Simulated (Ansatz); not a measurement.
C (diamond)

```yaml
crystal:
  lattice:
    - [0.00000, 3.57157, 3.57157]
    - [1.78578, 1.78578, 3.57157]
    - [1.78578, 1.78578, 0.00000]
  atoms:
    - { symbol: C, position: [0.00000, 0.50000, 0.50000] }
    - { symbol: C, position: [0.50000, 0.50000, 0.50000] }
    - { symbol: C, position: [0.00000, 0.75000, 0.75000] }
    - { symbol: C, position: [0.50000, 0.75000, 0.75000] }
```

The atoms are displaced by Q × the pattern below (from a DFPT mode at X = (0.5, 0.5, 0.0), largest move 1; Q in Å), at fixed cell. It is one choice among 2 degenerate patterns. (q is in reciprocal vectors of the primitive cell; the cell shown is doubled to hold the pattern.)

```json
[
 {"atom": "C1", "x": "-0.383", "y": "-0.924", "z": "0.000"},
 {"atom": "C2", "x": "0.383", "y": "0.924", "z": "0.000"},
 {"atom": "C3", "x": "-0.924", "y": "-0.383", "z": "0.000"},
 {"atom": "C4", "x": "0.924", "y": "0.383", "z": "0.000"}
]
```

Computed with PBE (plane waves to 420 eV, PAW, scalar-relativistic; Ansatz, a first-principles code). k mesh 16×16×16 (Γ-centred), Fermi-Dirac smearing 0.05 eV. The energy includes the smearing's −TS. C was relaxed with its symmetry unable to fall. The zero of ΔE is the undisplaced structure.

```
Q (Å)    ΔE (meV/cell)
-------  -------------
-0.2800           4119
-0.2333           2895
-0.1867           1867
-0.1400       withheld
-0.0933            469
-0.0467            117
0.0000               0
0.0467             117
0.0933             469
0.1400        withheld
0.1867            1867
0.2333            2895
0.2800            4119
```

Fit an even polynomial form (powers 2, 4, 6) to the given rows and predict ΔE at Q = -0.1400.

Least squares on the 11 given rows: ΔE = (53890)·Q² + (-3054)·Q⁴ + (-181000)·Q⁶, in meV/cell with Q in Å; root-mean-square residual 0.2 meV/cell. At -0.1400 the fit gives 1054 meV/cell; the calculation gives 1054 meV/cell, the same to the digits shown. The quadratic term alone would give 1056 meV/cell.

(For displaced atoms, the force is minus the slope of the energy, and its curvature is a force constant, which sets phonon frequencies.)
